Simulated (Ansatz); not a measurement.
Al (fcc, Cu type)

```
Al
1.0
    0.00000     2.01999     2.01999
    2.01999     0.00000     2.01999
    2.01999     2.01999     0.00000
Al
1
Direct
  0.00000   0.00000   0.00000
```

This relaxed cell (volume V₀) is scaled evenly in all directions, its shape held. Symmetry pins the atoms to their sites.

Computed with PBE (plane waves to 420 eV, PAW, scalar-relativistic; Ansatz, a quantum-chemistry and plane-wave program). k mesh 20×20×20 (Γ-centred), Fermi-Dirac smearing 0.05 eV. Energies are smeared free energies. Stress and pressure are positive under compression. Al was relaxed with its symmetry unable to fall. The PAW data are Ansatz's earlier set. ΔE is measured from the relaxed starting cell. The last digit holds for this mesh only.

| V (Å³/atom) | ΔE (meV/atom) |
|---|---|
| 14.836 | 48.1 |
| 15.248 | 25.7 |
| 15.660 | 10.9 |
| 16.073 | 2.6 |
| 16.485 | 0.0 |
| 16.897 | 2.3 |
| 17.309 | 9.0 |
| 17.721 | withheld |
| 18.133 | 32.8 |

### Question
Fit a third-order Birch-Murnaghan form (E₀, V₀, B₀, B₀′ free) to the given rows and predict ΔE at V = 17.721.

### Answer
Least squares on the 8 given rows: ΔE = E₀ + (9V₀B₀/16)·y²·[2 + (B₀′ − 4)y], y = (V₀/V)^(2/3) − 1, with V₀ = 16.486 Å³/atom, B₀ = 76.46 GPa (160.2 GPa = 1 eV/Å³; the term in eV is multiplied by 1000), B₀′ = 4.68, E₀ = 0.01 meV/atom; root-mean-square residual 0.03 meV/atom. At 17.721 the fit gives 19.3 meV/atom; the calculation gives 19.3 meV/atom, the same to the digits shown. For the pressure the fit gives -4.7 GPa against the computed -4.7 GPa.

(Under strain, the slope of the energy per volume gives the stress and its curvature an elastic modulus.)
